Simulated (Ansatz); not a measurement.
## BePd: moving Pd off its site

BePd, Pm-3m, a = 2.813 Å (as given, not relaxed at this level: -3.0 GPa). The structure is a COD entry; whether it is the stable form wasn't checked. Ansatz: PBEsol, PAW, 420 eV, Γ-centred 16×16×16 mesh on 2 atoms, Gaussian smearing 0.15 eV; no spin polarisation.

```
CELL_PARAMETERS angstrom
2.81300 0.00000 0.00000
0.00000 2.81300 0.00000
0.00000 0.00000 2.81300
ATOMIC_POSITIONS crystal
Be 0.00000 0.00000 0.00000
Pd 0.50000 0.50000 0.50000
```

Atom 2 (Pd) moves by x along the unit vector (1.000, 0.000, 0.000), with its periodic images; all else is held. y is the free energy of the cell over the start, F the force along the path summed over the moved atoms. Symmetry makes y even in x.

| x (Å) | y (meV) | F (eV/Å) |
| --- | --- | --- |
| -0.200 | ? | ? |
| -0.100 | 20.6 | 0.41 |
| 0.000 | 0.0 | 0.00 |
| 0.025 | 1.3 | -0.10 |
| 0.050 | 5.1 | -0.21 |
| 0.075 | 11.6 | -0.31 |
| 0.125 | 32.1 | -0.51 |
| 0.150 | 46.3 | -0.62 |
| 0.175 | 63.0 | -0.72 |

Problem. Fit y = c2 x² + c4 x⁴ to the energies of the other rows, give the force constant, and predict energy and force of the missing row.

Solution. Least squares on the rows shown. y = 2057 x² + 2.914 x⁴. The force constant is 2 c2 = 4.11 eV/Å², for the cell as given, at -3.0 GPa (for all images moving together, not for a lone atom). With two atoms in a cubic cell this is the optical mode at Γ (in a metal it hangs on mesh and smearing): ω = 521.5 √(2 c2/μ) = 367 cm⁻¹ for μ = 8.31 u. The force −dy/dx at the missing row is 0.82 eV/Å (computed 0.83). At x = -0.200 the fit asked for gives 82.3 meV. The run gave 82.4 meV, so the fit is 0.1 meV too low, a small miss on the scale of the series.